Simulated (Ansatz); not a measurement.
Cu2Se:
```cif
data_Cu2Se
_chemical_formula_sum 'Cu2 Se1'
_space_group_name_H-M_alt 'P 1'
_space_group_IT_number 1
_cell_length_a 4.04341
_cell_length_b 4.04341
_cell_length_c 4.04341
_cell_angle_alpha 60.000
_cell_angle_beta 60.000
_cell_angle_gamma 60.000
loop_
_space_group_symop_operation_xyz
  'x, y, z'
loop_
_atom_site_label
_atom_site_type_symbol
_atom_site_fract_x
_atom_site_fract_y
_atom_site_fract_z
_atom_site_occupancy
Cu1 Cu 0.75000 0.75000 0.75000 1
Cu2 Cu 0.25000 0.25000 0.25000 1
Se1 Se 0.00000 0.00000 0.00000 1
```

Relaxed with PBEsol. Plane-wave PAW PBEsol (Ansatz code) gives no gap.

What gap does HSE06 give on the same cell (Ansatz, PAW)?

0.04 eV. The hybrid was solved on a coarser mesh and at special points; its gap is the smallest among all of these. On such a mesh it can open a false gap in a semimetal.

```csv
k,v1 PBEsol,c1 PBEsol,v1 HSE06,c1 HSE06
Γ,0.00,0.00,0.00,0.04
X,-2.02,1.25,…,…
L,-0.70,0.07,…,…
W,-2.01,3.95,…,…
K,-1.78,1.41,…,…
```

Top valence (v1) and lowest conduction level (c1) in eV from each method's valence maximum (which need not be a listed point): supply the withheld HSE06 values.


- W, v1 HSE06: -2.65
- W, c1 HSE06: 5.00
- K, v1 HSE06: -2.27
- K, c1 HSE06: 2.55
- X, v1 HSE06: -2.66
- X, c1 HSE06: 2.20
- L, v1 HSE06: -0.90
- L, c1 HSE06: 1.34

Cost on shared cores: the PBEsol run (SCF on a 12×12×12 mesh, then bands and DOS) about 30 core-seconds (a rough figure), the HSE06 run (SCF on 6×6×6, then a few points) about 2.5 core-minutes (a rough figure); the tasks are unlike.

Space group Fm-3m (anti-fluorite). The first step of the workflow began from a Materials Project structure, measured or hypothetical; the Crystallography Open Database copy checked does not list it. COD files the formula under space group No. 216, so this cell is another polymorph or a model. Whether it is the stable phase at ambient conditions was not checked. Symmetry was held in the PBEsol relaxation; of distortions, only those at the zone centre were tested. The run is not spin-polarised. A small band overlap can be real or an error of a semilocal functional. Spin–orbit coupling is left out wherever it is not named.

Potentials: the later of the program's two PAW sets.
